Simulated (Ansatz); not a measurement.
**Stationary points along a deformation path in In$_{3}$Se**

The calculation used Ansatz, DFT PBEsol+D3(BJ), scalar-relativistic, plane waves, PAW. The runs took a 420 eV cutoff, a Γ-centred 12×12×12 mesh and Gaussian smearing (0.15 eV). No spin polarisation. Energies are free energies at this smearing, counted from the undisturbed cell; pressure is positive in compression.

The starting cell (relaxed at this level; it needn't be the usual structure):

```
CELL_PARAMETERS angstrom
4.58785 0.00000 0.00000
0.00000 4.58785 0.00000
0.00000 0.00000 4.58785
ATOMIC_POSITIONS crystal
In 0.00000 0.50000 0.50000
In 0.50000 0.00000 0.50000
In 0.50000 0.50000 0.00000
Se 0.00000 0.00000 0.00000
```

At fixed volume and fractional coordinates, lengths along (0.000, 0.000, 1.000) are scaled against those across it; ρ is that ratio over its starting value. V = 24.142 Å³/atom. Δσ is the stress along the axis less the mean stress across it (compression positive).

| ρ | ΔE (meV/atom) | Δσ (GPa) | space group |
| --- | --- | --- | --- |
| 0.650 | 29.8 | 3.23 | P4/mmm |
| 0.707 | 3.1 | 1.95 | P4/mmm |
| 0.780 | 0.1 | -0.48 | P4/mmm |
| 0.850 | 1.0 | 0.02 | P4/mmm |
| 0.920 | 0.8 | 0.11 | P4/mmm |
| 0.960 | 0.3 | 0.12 | P4/mmm |
| 1.000 | 0.0 | 0.00 | Pm-3m |
| 1.100 | 4.0 | -0.69 | P4/mmm |
| 1.200 | 15.7 | -2.29 | P4/mmm |
| 1.300 | 40.2 | -3.37 | P4/mmm |
| 1.414 | 72.2 | -5.07 | P4/mmm |
| 1.500 | 110.7 | -8.05 | P4/mmm |

Task: How does the stress give the slope of the energy, and where is the energy stationary?

Result: Along the path d ln(length) is 2/3 d ln ρ on the axis and −1/3 d ln ρ across it, so dE/d ln ρ = −(2/3) V Δσ: the energy falls with ρ where Δσ is positive. Δσ vanishes or changes sign between ρ = 0.707 and 0.780, a minimum (near 0.77 by linear interpolation); at ρ = 0.850 (P4/mmm), a maximum at 1.0 meV/atom; at ρ = 1.000 (Pm-3m), a minimum at 0.0 meV/atom. Pairs of stationary points between two samples would go unseen, and could change a minimum read from distant neighbours into a maximum. At ρ = 1.000 the cell is cubic, where symmetry alone makes the stress isotropic and the slope zero.

Task: Which shear constant sets the curvature at ρ = 1?

Result: For a cubic crystal E/V = (2/3) C (ln ρ)² with C = C′ = (C11 − C12)/2, so Δσ = −2C ln ρ. The parabola of Δσ against ln ρ through ρ = 0.960, 1 and 1.100 gives C ≈ 2.1 GPa with the ions clamped, rough because the steps are large.

Task: Integrate that slope from ρ = 1 to 1.300 by the trapezoid rule.

Result: With V/N in Å³ and 1 eV/Å³ = 160.2 GPa the slopes at ρ = 1.000, 1.100, 1.200, 1.300 are 0, 69, 231, 339 meV/atom per unit of ln ρ. The steps add 3.3 + 13.0 + 22.8 = 39.1 meV/atom, against 40.2 from the energies; the trapezoid rule misses the curvature of the slope within each step.

In a metal these slopes depend on the k mesh and the smearing.

Cost: 12 runs of about 3.3 core-minutes in all, on Intel Xeon 6975P-C (Granite Rapids) (shared hosts).